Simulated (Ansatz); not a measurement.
TePb:
Space group F-43m (No. 216); a = b = c = 7.206 Å, α = β = γ = 90.00°

| atom | site | symmetry | x | y | z |
|---|---|---|---|---|---|
| Pb | 4a | -43m | 0.0000 | 0.0000 | 0.0000 |
| Te | 4d | -43m | 0.7500 | 0.7500 | 0.7500 |
(The calculation used a cell of 2 atoms; values per cell refer to that cell.)

Relaxed with PBEsol. Independent-particle spectrum: no excitons, no local fields, no scissors shift; 0.1 eV broadening; ε₁ of the summed bands alone.

### Question
Tabulate the dielectric function from PBEsol in the plane-wave PAW code Ansatz.

### Answer


```tsv
E (eV)	ε₁ xx	ε₂ xx
0.0	10.80	0.00
0.3	10.96	0.00
0.6	11.50	0.00
0.9	12.86	0.00
1.2	16.45	3.72
1.5	12.54	7.06
1.8	10.72	7.56
2.1	8.95	6.54
2.4	9.44	5.52
2.7	11.77	5.31
3.0	15.03	11.44
3.3	11.50	16.02
3.6	7.33	18.99
3.9	-1.03	20.71
4.2	-7.39	12.30
4.5	-8.32	8.41
4.8	-5.40	4.76
5.1	-4.11	3.87
5.4	-2.57	2.58
5.7	-1.56	3.64
6.0	-2.53	3.90
6.3	-2.22	2.51
6.6	-1.72	1.86
6.9	-0.54	2.09
7.2	-1.00	2.25
7.5	-0.97	2.22
7.8	-0.92	1.68
8.1	-0.91	2.03
8.4	-0.59	1.50
8.7	-0.68	1.70
9.0	-0.70	1.68
9.3	-0.71	1.34
9.6	-0.58	1.19
9.9	-0.35	1.19
10.2	-0.51	1.52
10.5	-0.53	0.97
10.8	-0.40	1.03
11.1	-0.53	0.91
11.4	-0.35	0.70
11.7	-0.29	0.66
12.0	-0.19	0.67
```

### Question
From ε at 2.1 eV (xx: 8.95 + 6.54i), find n, k, the normal reflectivity and the absorption coefficient.

### Answer
n = 3.17, k = 1.033, R = 31 %, α = 2kE/ħc = 220000 cm⁻¹.

With all bands, ε∞ without local fields is 10.9. DFPT, with local fields, gives 9.68.

The start of the workflow was typed in or built on a structure type; neither database checked (COD, Materials Project) lists it. It is not the phase usual at ambient conditions (space group No. 225). Symmetry was held in the PBEsol relaxation. At this level the phase is mechanically unstable. Scalar-relativistic: spin–orbit coupling is off unless named, which matters more the heavier the elements.

Potentials: the earlier of the program's two PAW sets. The files were generated under PBE; for other functionals the program regenerates the frozen cores, and for LDA and PBEsol the local potential too.
